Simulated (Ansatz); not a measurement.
Data:

Si2Mo:
```xyz
3
Lattice="-1.6010 1.6010 3.9098 1.6010 -1.6010 3.9098 1.6010 1.6010 -3.9098" Properties=species:S:1:pos:R:3 pbc="T T T"
Si     0.0000     0.0000     5.1978
Si     0.0000     0.0000     2.6218
Mo     0.0000     0.0000     0.0000
```

This is the r²SCAN-relaxed structure.

Problem. All from r²SCAN (plane waves, PAW; program Ansatz), unless another level is named. Predict the highest zone-centre frequency.

Solution. 13.22 THz.

Problem. Predict the Hill bulk and shear moduli.

Solution. 218 and 196 GPa.

Space group I4/mmm (MoSi2 or CaC2 type). The cell was relaxed with r²SCAN under the symmetry of its start; of distortions, only those at the zone centre were tested. The run is not spin-polarised. As this level gives no gap, shear constants depend on the k-mesh and smearing (Fermi–Dirac, 0.1 eV here). As this level gives no gap, phonon frequencies hold no LO–TO term and depend on the k-mesh and smearing (Fermi–Dirac, 0.1 eV here).

Potentials: the earlier of the program's two PAW sets.
